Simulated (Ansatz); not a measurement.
BAs:
```yaml
crystal:
  lattice:
    - [3.42908, 0.00000, 0.00000]
    - [-1.71454, 2.96967, 0.00000]
    - [0.00000, 0.00000, 7.40282]
  atoms:
    - { symbol: B, position: [0.00000, 0.50000, 0.33333] }
    - { symbol: B, position: [0.50000, 0.50000, 0.66667] }
    - { symbol: B, position: [0.50000, 0.00000, 0.00000] }
    - { symbol: As, position: [0.00000, 0.50000, 0.83333] }
    - { symbol: As, position: [0.50000, 0.50000, 0.16667] }
    - { symbol: As, position: [0.50000, 0.00000, 0.50000] }
```

Tensor components refer to the Cartesian frame of this cell.

**Question.** Give the high-frequency dielectric tensor and the Born effective charge tensors of the independent atoms from DFPT, the program Ansatz at the PBEsol level (PAW).

**Answer.** 
ε∞:
```
15.2  0.00  0.00
0.00  15.2  0.00
0.00  0.00  17.3
```
Z* of atom 1 (B), rows: field, columns: displacement, in e:
```
 0.02   0.42   0.00
 0.42  -0.46   0.00
 0.00   0.00  -0.32
```
Z* of atom 4 (As), rows: field, columns: displacement, in e:
```
0.27  0.08  0.00
0.08  0.18  0.00
0.00  0.00  0.32
```

Space group P6_422. The start of the workflow was typed in or built on a structure type; neither database checked (COD, Materials Project) lists it. It is not the phase usual at ambient conditions (space group No. 216). The cell was relaxed with PBEsol under the symmetry of its start; whether a distortion lowers the energy is not shown. Its formation energy is positive at this level, so the cell may be metastable or incomplete. Spin–orbit coupling is left out wherever it is not named.

Potentials: the later of the program's two PAW sets.
